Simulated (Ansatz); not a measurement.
Method: DFT PBE, scalar-relativistic, plane waves, PAW, and for the lanthanide a 4f-in-core norm-conserving potential, in Ansatz 0.2.0. All cells share a 770 eV cutoff and Γ-centred k meshes spaced about 0.3 Å⁻¹ or finer (0.25 for metals, 2π included). No spin polarisation.

Relaxed structures of Ba₄Er, with energies over the first row. Coordination counts all near atoms (those within 1.25 times the shortest distance at each site; a plus sign parts nearer from farther groups; a slash parts the counts of unlike sites).

```json
{"#": "1", "form": "I4/mmm", "sites": "Ba 8i; Er 2b", "V (Å³/atom)": "56.9", "coordination": "Ba 2+8, Er 8+2", "ΔE (meV/atom)": "0"}
{"#": "2", "form": "R3m", "sites": "Ba 9b, 3a; Er 3a", "V (Å³/atom)": "56.9", "coordination": "Ba 1+9/10, Er 4+6", "ΔE (meV/atom)": "57"}
{"#": "3", "form": "P4/mmm", "sites": "Ba 4j; Er 1d", "V (Å³/atom)": "61.4", "coordination": "Ba 8, Er 10", "ΔE (meV/atom)": "131"}
{"#": "4", "form": "Im-3m", "sites": "Ba 8c; Er 2a", "V (Å³/atom)": "64.3", "coordination": "Ba 2+6, Er 8", "ΔE (meV/atom)": "181"}
```

A further structure, relaxed alike:

```
CELL_PARAMETERS angstrom
6.75167 0.00000 0.00000
0.00000 6.75167 0.00000
0.00000 0.00000 6.75167
ATOMIC_POSITIONS crystal
Ba 0.00000 0.50000 0.50000
Ba 0.50000 0.00000 0.50000
Ba 0.50000 0.50000 0.00000
Ba 0.00000 0.00000 0.00000
Er 0.50000 0.50000 0.50000
```

Q: Where does it fall in the ranking, and at what energy?

A: It falls between rows 3 and 4, 166 meV/atom above row 1, with space group Pm-3m (No. 221) and 61.6 Å³/atom. Counting all near atoms, this cell has Ba 2/12+8, Er 6 and row 1 has Ba 2+8, Er 8+2. Around Ba on a site of symmetry 4/mmm lie 2 Er at 3.38 Å and 12 Ba at 4.77 Å; Ba on a site of symmetry m-3m has 12 Ba at 4.77 Å; around Er lie 6 Ba at 3.38 Å.

Even the lowest cell shown lies +0.29 eV/atom against the elements' standard structures at this level. For metals, differences of a few meV/atom aren't resolved. With atoms moved at random, row 1 (by 132 meV/atom) fell into a lower structure. Row 2, row 3, row 4 and the further cell had no clear such test and can be saddle points. Some types were kept out of the candidates beforehand, so the set may lack a known form.

The lanthanide is trivalent by construction, without f bands, f moments or other valences. The reference runs of the other elements, and any phases without the lanthanide, used 420 eV, which shifts energies against them by under 10 meV/atom. The lanthanide's reference is the lowest of its hcp, dhcp and fcc cells.
